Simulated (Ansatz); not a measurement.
Level: PBE, no spin polarisation; 420 eV; 6×6×6 Γ-centred mesh; fermi-dirac occupations (width 0.1 eV); Ansatz 0.2.0, fixed geometry. The cell carries a charge of +1 e on a uniform background.

Computed maps in the lattice plane spanned by b (left to right, 7.38 Å, 22 points from zero) and c (bottom to top, 7.38 Å, 22 points from zero), 60° apart, at height 0.250 along a. The fields are smooth PAW ones with compensation charges, not the true ones near nuclei.

Valence density. Digits on a logarithmic scale: 0 up to 0.03 e/Å³, each further digit a factor of 1.6, 9 from 1.3 e/Å³ up:
```
3445432110113444433333
4567764210023567654333
4578987531014689986433
3579999752113689998643
3479909974213589679853
2358987985322469969964
2236899986422357999974
2113578876422235688864
2101356665322223456654
2111123443222222233433
2223221221112222211121
2345543100012344321001
2467775310013566542100
3578888641024678875311
2578878863124689997521
2478736885313689799742
2358863787422579809863
2136887887521358999974
2114688887531136899875
2101357776421013577764
2111134554321112345554
2222222232222222233443
```

ELF. Ten even steps from '0' (0.01) to '9' (0.90):
```
1257741000002676410110
2589997300016899873111
2689999840016999998411
1689789972005999789830
0489627995002798448971
0179955897100489747984
1038998997200058989996
2005899997200015899997
1000489986200000479986
0000014663100000025662
0022100011000000000110
0478862000001222100000
2799998500013677752000
3899999960016899997400
1899537995006999899830
0699300798204998579971
0189700399601899528994
1059973599810489967997
2006999999820058999997
1000589999720003788885
0000016887400000146652
0012100132000121001221
```

Question: The cell is Cs₂AgSnCl₆. Which atoms lie within 0.2 Å of this plane, and where (fractions of b and c)?

Answer: Cs at (0.25, 0.25), Cl at (0.76, 0.24), Cl at (0.76, 0.76), Cl at (0.24, 0.76). The whole cell:
```xyz
10
Lattice="0.0000 5.2186 5.2186 5.2186 0.0000 5.2186 5.2186 5.2186 0.0000" Properties=species:S:1:pos:R:3 pbc="T T T"
Cs    2.6093    2.6093    2.6093
Cs    7.8279    7.8279    7.8279
Sn    0.0000    0.0000    0.0000
Ag    5.2186    5.2186    5.2186
Cl    2.5027    5.2186    5.2186
Cl    5.2186    2.5027    5.2186
Cl    7.9345    5.2186    5.2186
Cl    5.2186    7.9345    5.2186
Cl    5.2186    5.2186    2.5027
Cl    5.2186    5.2186    7.9345
```

Origin: a known structure type with other elements, at an estimated volume, so it need not be a known compound. Caveats: charged cell with a uniform background.
